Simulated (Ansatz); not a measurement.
Sn₃Pd:
```
CELL_PARAMETERS angstrom
      4.47044     0.00000     0.00000
      0.00000     4.47044     0.00000
      0.00000     0.00000     4.47044
ATOMIC_POSITIONS crystal
  Pd 0.00000 0.00000 0.00000
  Sn 0.00000 0.50000 0.50000
  Sn 0.50000 0.00000 0.50000
  Sn 0.50000 0.50000 0.00000
```

Relaxed with PBEsol. Special points in fractions of this cell's reciprocal vectors: Γ (0.000, 0.000, 0.000); X (0.000, 0.500, 0.000); M (0.500, 0.500, 0.000); R (0.500, 0.500, 0.500).

### Question
List the band energies nearest the Fermi level at these points for PBEsol in the plane-wave PAW code Ansatz.

### Answer
In eV from the Fermi level; about four levels below and three above (degenerate sets whole), none deeper than 8.9 eV; … stands for higher levels left out; points with the same levels are listed once.

| k | below | above |
|---|---|---|
| Γ | -2.40 -2.40 -2.40 -1.36 -1.36 | 0.47 2.95 2.95 2.95 |
| X | -0.27 -0.27 -0.19 -0.19 | 0.37 0.83 2.27 |
| M | -3.05 -3.05 -2.24 -2.04 -2.02 | 0.11 0.20 1.20 1.20 |
| R | -1.56 -1.56 -1.56 -0.68 | 7.24 7.24 … |

Space group Pm-3m (Cu3Au type). The workflow started from an entry of the Crystallography Open Database (COD), which files this formula under 2 space groups. Its standing as an ambient phase is unchecked. The cell was relaxed with PBEsol under the symmetry of its start. At this level the phase is dynamically unstable (imaginary phonons). No spin polarisation was allowed. The volume moved by 42 % from the start of the relaxation. Spin–orbit coupling is left out wherever it is not named.

Potentials: the later of the program's two PAW sets.
